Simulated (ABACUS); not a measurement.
A self-consistent single point of Cs2P2Pd (Cmcm, 20 atoms in the cell; from Materials Project mp-1205610, lattice scaled a little).

```
Cs2P2Pd
1.0
    6.84124     0.00000     0.00000
    0.00000    14.86679     0.00000
    0.00000     0.00000     6.16576
Cs P Pd
8 8 4
Direct
  0.00000   0.21261   0.25000
  0.50000   0.28739   0.75000
  0.50000   0.08282   0.25000
  0.00000   0.41718   0.75000
  0.50000   0.71261   0.25000
  0.00000   0.78739   0.75000
  0.00000   0.58282   0.25000
  0.50000   0.91718   0.75000
  0.34389   0.40066   0.25000
  0.15611   0.09934   0.75000
  0.84389   0.09934   0.75000
  0.65611   0.40066   0.25000
  0.84389   0.90066   0.25000
  0.65611   0.59934   0.75000
  0.34389   0.59934   0.75000
  0.15611   0.90066   0.25000
  0.00000   0.00000   0.00000
  0.00000   0.00000   0.50000
  0.50000   0.50000   0.00000
  0.50000   0.50000   0.50000
```

All values come from this method and carry its errors: ABACUS 3.10.1 with Wu-Cohen GGA, numerical atomic orbitals TZDP (confined pseudo-atomic orbitals; energy shift 0.01 Ry), PseudoDojo 0.5 standard norm-conserving PBE (tails mended) pseudopotentials.

ABACUS settings:

- basis = TZDP numerical atomic orbitals, energy shift 0.01 Ry
- KPT = MP 3 1 3 0 0 0
- basis_type = lcao
- dft_functional = GGA_X_WC+GGA_C_PBE
- ecutwfc = 100 Ry
- smearing_method = fd
- smearing_sigma = 0.000734986 Ry
- potentials = PseudoDojo 0.5 standard norm-conserving PBE (tails mended)
- symmetry = 1
- symmetry_prec = 1e-05
- ks_solver = genelpa
- scf_nmax = 100
- scf_thr = 1.0e-06
- mixing_type = pulay
- mixing_beta = 0.7

Results:

| Item | Value |
|---|---|
| Number of valence electrons | 184 |
| Number of bands | 111 |
| Number of k-points after the program's reduction | 4 |
| Size of the basis | 472 |
| Number of SCF iterations | 12 |
| Free energy E − TS | -21328.4041 eV |
| Pressure | 0.20 GPa |
| Largest force (vector length) | 1.091 eV/Å |

Stress (GPa, positive for compression):
```
 0.83   0.00   0.00
 0.00  -0.28   0.00
 0.00   0.00   0.05
```

For comparison: a first run (DFT, LDA (PW92), numerical atomic orbitals TZDP (confined pseudo-atomic orbitals; energy shift 0.01 Ry), PseudoDojo 0.4 standard norm-conserving LDA (tails mended) pseudopotentials) was changed to give this one (dft_functional: PWLDA → GGA_X_WC+GGA_C_PBE; pseudopotentials: PseudoDojo 0.4 standard norm-conserving LDA (tails mended) → PseudoDojo 0.5 standard norm-conserving PBE (tails mended); basis_set: TZDP numerical atomic orbitals, energy shift 0.01 Ry → TZDP numerical atomic orbitals, energy shift 0.01 Ry), and from it to this one the pressure goes from -1.63 to 0.20 GPa and the largest force goes from 0.695 to 1.091 eV/Å.

The atom-centred basis is finite, which shifts total energies, pressures and forces against plane waves. Forces above 1 eV/Å remain at this geometry, of which the finite basis can carry a part. The potentials were made for another functional than the one used. The structure comes from a collection of computed structures, made at another level of theory; the collection holds predicted forms beside known ones. Its lattice was then scaled.

Cost on one core: about 2.9 core-minutes (a rough figure).

The atomic orbitals were generated for these runs; they are not ABACUS's published sets and were checked against plane waves on a few crystals only.

“Tails mended”: in these copies of the files the far tail of each local potential was reset to the Coulomb form.
